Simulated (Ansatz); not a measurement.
Ti₆Ge₂B:
```
Ti6Ge2B
1.0
    6.80978     0.00000     0.00000
   -3.40489     5.89744     0.00000
    0.00000     0.00000     3.35693
Ti Ge B
6 2 1
Cartesian
 -2.60425   4.51069   0.00000
  5.20849   0.00000   0.00000
  0.80064   1.38676   0.00000
 -1.34404   2.32795   1.67846
  2.68808   0.00000   1.67846
  2.06085   3.56950   1.67846
  0.00000   3.93163   0.00000
  3.40489   1.96581   0.00000
  0.00000   0.00000   1.67846
```

Relaxed with r²SCAN. Special points in fractions of this cell's reciprocal vectors: Γ (0.000, 0.000, 0.000); M (0.500, 0.000, 0.000); K (0.333, 0.333, 0.000); A (0.000, 0.000, 0.500); L (0.500, 0.000, 0.500); H (0.333, 0.333, 0.500).

Q: List the band energies nearest the Fermi level at these points for r²SCAN (plane waves, PAW; program Ansatz).

A: In eV from the Fermi level; about four levels below and three above (degenerate sets whole), none deeper than 8.9 eV; points with the same levels are listed once.

```
k                          below                above
-  -----------------------------  -------------------
Γ        -0.80 -0.47 -0.28 -0.28  0.12 0.12 0.51 0.51
M        -0.74 -0.44 -0.21 -0.16       0.49 0.74 0.90
K  -0.80 -0.80 -0.40 -0.33 -0.33       0.68 0.68 0.99
A        -0.37 -0.37 -0.17 -0.17  0.70 0.92 1.00 1.00
L        -0.57 -0.53 -0.52 -0.33       0.99 1.02 1.17
H  -0.64 -0.64 -0.52 -0.52 -0.41  1.07 1.07 1.24 1.24
```

Space group P-62m. The first step of the workflow began from a Materials Project structure, measured or hypothetical; the Crystallography Open Database copy checked does not list it. Whether it is the stable phase at ambient conditions was not checked. The cell was relaxed with r²SCAN under the symmetry of its start; its stability against distortions is not shown here. The run is not spin-polarised. Spin–orbit coupling is left out wherever it is not named.

Potentials: the earlier of the program's two PAW sets.
